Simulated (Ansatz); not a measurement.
Stability checks on a candidate for Mn₄Ga

It was reached by relaxing an invented guess, and it needn't be the stable form of this composition.

These are results of DFT PBE, scalar-relativistic, plane waves, PAW (Ansatz 0.2.0), not measurements. Cutoff 420 eV, Γ-centred 12×12×10 mesh (5-atom cell), Gaussian smearing of 0.10 eV, collinear spin.

```
CELL_PARAMETERS angstrom
-2.83318 2.83318 1.88921
2.83318 -2.83318 1.88921
2.83318 2.83318 -1.88921
ATOMIC_POSITIONS crystal
Mn 0.08734 0.70424 0.79158
Mn 0.91266 0.29576 0.20842
Mn 0.70424 0.91266 0.61690
Mn 0.29576 0.08734 0.38310
Ga 0.50000 0.50000 0.00000
```

The zero of energy is the elements' standard structures at the same level; no fitted shifts are applied.

Task: These tests were run: energy against the elements; phonons at Γ. What do they show?

Result:

```tsv
test	result
energy against the elements	0.00 eV/atom
phonons at Γ	lowest optical mode 165 cm⁻¹
```

It fails none of these tests outright. Other phases of the system weren't compared here, so this isn't yet thermodynamic stability. Phonons away from Γ weren't computed. Undecided within the accuracy: energy against the elements.

The k mesh leaves some 4 meV/atom of noise in the energy of each metallic cell. The magnetic state reached may not be the lowest. The run for the phonons used a 12×12×10 k mesh and Gaussian smearing of 0.20 eV. The cell carries site moments Mn 2.0 (×2), -2.0 (×2) μB.
